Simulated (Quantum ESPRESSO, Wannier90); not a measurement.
# Tight-binding from DFT: HgTe (zinc blende)

```
CELL_PARAMETERS angstrom
      0.00000     3.28999     3.28999
      3.28999     0.00000     3.28999
      3.28999     3.28999     0.00000
ATOMIC_POSITIONS crystal
  Hg 0.00000 0.00000 0.00000
  Te 0.75000 0.75000 0.75000
```

Structure: Materials Project mp-2730, symmetrised, not relaxed again. COD (Crystallography Open Database) has the formula in 2 space groups, this one among them (matched by group alone). Computed values, not measurements, from PBEsol: Quantum ESPRESSO (norm-conserving PseudoDojo potentials, cutoff 66 Ry, no spin polarisation, no spin-orbit coupling) on a Γ-centred 8×8×8 mesh, then Wannier90. Density: 8×8×8 mesh, Gaussian smearing 0.01 Ry. Spin-orbit coupling is left out although heavy elements are present.

Base run: 8 functions from bands 10,16-31 of the 31 computed, start hydrogen-like Hg: s;p; Te: s;p, centres 0.05 Å off the atoms, frozen window up to 1.50 eV relative to the Fermi level, outer window open. Bands 11–15 (Hg 5d 93 %, Te 5p 4 %) lie between the kept ones and are excluded. One thing is changed at a time; window edges are relative to the Fermi level. The misfit compares interpolated bands with pw.x on a high-symmetry path, for states up to 1.0 eV relative to the Fermi level. Converged means that the tolerances were met: symmetric starts can stop on a saddle, which shows as a larger Ω_OD at equal Ω_I and can move the misfit too.

| setting | functions | frozen to (eV) | Ω_I (Å²) | Ω_D (Å²) | Ω_OD (Å²) | rms misfit (meV) | worst (meV) | ended |
|---|---|---|---|---|---|---|---|---|
| base | 8 | 1.50 | 17.99 | 0.04 | 2.09 | 2.7 | 14 | converged |

Question: Starting from this base row, predict which settings stop with an error, and how Ω_I and the misfit move in the others: frozen window to 2.50 eV; frozen window to 1.00 eV; frozen window to 3.50 eV; outer window to 7.54 eV.

Answer: 
```json
[
 {"setting": "frozen window to 2.50 eV", "functions": "8", "frozen to (eV)": "2.50", "Ω_I (Å²)": "18.93", "Ω_D (Å²)": "0.06", "Ω_OD (Å²)": "2.09", "rms misfit (meV)": "2.5", "worst (meV)": "12", "ended": "converged"},
 {"setting": "frozen window to 1.00 eV", "functions": "8", "frozen to (eV)": "1.00", "Ω_I (Å²)": "17.77", "Ω_D (Å²)": "0.03", "Ω_OD (Å²)": "2.08", "rms misfit (meV)": "5.6", "worst (meV)": "88", "ended": "converged"},
 {"setting": "frozen window to 3.50 eV", "functions": "8", "frozen to (eV)": "3.50", "Ω_I (Å²)": "19.68", "Ω_D (Å²)": "0.06", "Ω_OD (Å²)": "1.98", "rms misfit (meV)": "2.3", "worst (meV)": "13", "ended": "converged"},
 {"setting": "outer window to 7.54 eV", "functions": "8", "frozen to (eV)": "1.50", "Ω_I (Å²)": "–", "Ω_D (Å²)": "–", "Ω_OD (Å²)": "–", "rms misfit (meV)": "–", "worst (meV)": "–", "ended": "stops: too few bands in the window"}
]
```

Runs of this sweep that didn't settle are not listed.
